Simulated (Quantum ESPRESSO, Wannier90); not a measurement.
# Wannier functions of BaAlSiH (P3m1)

```
begin unit_cell_cart
ang
    4.3342298762    0.0000000000    0.0000000000
   -2.1671149381    3.7535531787    0.0000000000
    0.0000000000    0.0000000000    5.2625500000
end unit_cell_cart
begin atoms_frac
Ba   0.0000000000  0.0000000000  0.0004400000
Al  -0.3333333333  0.3333333333  0.4652500000
Si   0.3333333333 -0.3333333333 -0.4576900000
H   -0.3333333333  0.3333333333  0.1349100000
end atoms_frac
```

Cell from Materials Project (mp-571093), symmetrised, no further relaxation. Not found in the COD (Crystallography Open Database) copy used; not checked further. Computed values, not measurements, from PBEsol: Quantum ESPRESSO (norm-conserving PseudoDojo potentials, cutoff 58 Ry, no spin polarisation, no spin-orbit coupling) on a Γ-centred 12×12×6 mesh, then Wannier90. Density: 12×12×6 mesh, Gaussian smearing 0.01 Ry. Spin-orbit coupling is left out although heavy elements are present.

Band 6 is isolated and gives one Wannier function a cell (H4 1s 33 %, Al2 3s 16 %, Al2 3p 16 %; spread 8.07 Å²). Its on-site energy is ε = -4.972 eV relative to the valence-band maximum, and its hoppings t(R) = t(−R) to the nearer images are (images within this range that aren't listed have |t| under 5 meV):

| R (lattice vectors; −R alike) | distance (Å) | t (eV) |
|---|---|---|
| 0 1 0 | 4.33 | 0.145 |
| 1 0 0 | 4.33 | 0.145 |
| 1 1 0 | 4.33 | 0.145 |
| 0 0 1 | 5.26 | 0.005 |
| 0 1 -1 | 6.82 | 0.031 |
| 0 1 1 | 6.82 | 0.031 |
| 1 0 -1 | 6.82 | 0.031 |
| 1 0 1 | 6.82 | 0.031 |
| 1 1 -1 | 6.82 | 0.031 |
| 1 1 1 | 6.82 | 0.031 |

Problem. Work out the band energy at Γ, M, K, A from these numbers.

Solution. For one orbital E(k) = ε + Σ_R 2 t(R) cos(2π k·R), the sum over the listed R.
- Γ, k = (0.000, 0.000, 0.000): E = -4.972 + (0.145)·(6.00) + (0.005)·(2.00) + (0.031)·(12.00) = -3.72 eV; pw.x: -4.01 eV
- M, k = (0.500, 0.000, 0.000): E = -4.972 + (0.145)·(-2.00) + (0.005)·(2.00) + (0.031)·(-4.00) = -5.38 eV; pw.x: -5.71 eV
- K, k = (0.333, 0.333, 0.000): E = -4.972 + (0.145)·(-3.00) + (0.005)·(2.00) + (0.031)·(-6.00) = -5.58 eV; pw.x: -5.54 eV
- A, k = (0.000, 0.000, 0.500): E = -4.972 + (0.145)·(6.00) + (0.005)·(-2.00) + (0.031)·(-12.00) = -4.48 eV; pw.x: -5.07 eV

At these points the listed shells miss the plane-wave band by up to 0.59 eV, of a width of 1.76 eV on the path. With all its hoppings the model misses the band by 3.3 meV at worst on the whole path, so most of the miss comes from the hoppings not listed.
